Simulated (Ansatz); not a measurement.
**Structures of CsBr₂: which is lowest?**

Plane-wave DFT in Ansatz with scalar-relativistic PAW potentials, cutoff 420 eV, Γ-centred meshes chosen by cell and gap, Gaussian smearing with energies taken to zero width. Every cell was relaxed (cell and atoms) in a run of its own, within the symmetry of its start. Functional: PBE.

Relaxed structures (starts from databases or built by putting these elements on another compound's sites):
A. R-3m, 3 atoms in the computed cell, a = 5.558 Å, c = 16.949 Å; sites (symmetry × multiplicity) Cs -3m × 3, Br 3m × 6; start: built
B. Fm-3m, 3 atoms in the computed cell, a = 8.510 Å; sites (symmetry × multiplicity) Cs m-3m × 4, Br -43m × 8; start: built
C. P4/nmm, 6 atoms in the computed cell, a = 4.695 Å, c = 11.341 Å; sites (symmetry × multiplicity) Cs 4mm × 2, Br -4m2 × 2 + 4mm × 2; start: built

Task: Rank them by energy. Could pressure change the order?

Result:
```csv
structure,group,E − E(lowest) (meV/atom),V (Å³/atom),gap on mesh (eV)
C,P4/nmm,0.0,41.66,0.00
A,R-3m,105,50.38,0.00
B,Fm-3m,119,51.35,0.00
```

C is lowest, 105 meV/atom under A. The lowest is also the densest of these, so pressure wouldn't bring one of the others in at first order. Other structures may lie lower than all of these, and vibrations aren't counted.

Spin-orbit coupling is left out, which matters for the bands of heavy elements. Spin polarisation was left out, and a magnetic state may lie lower.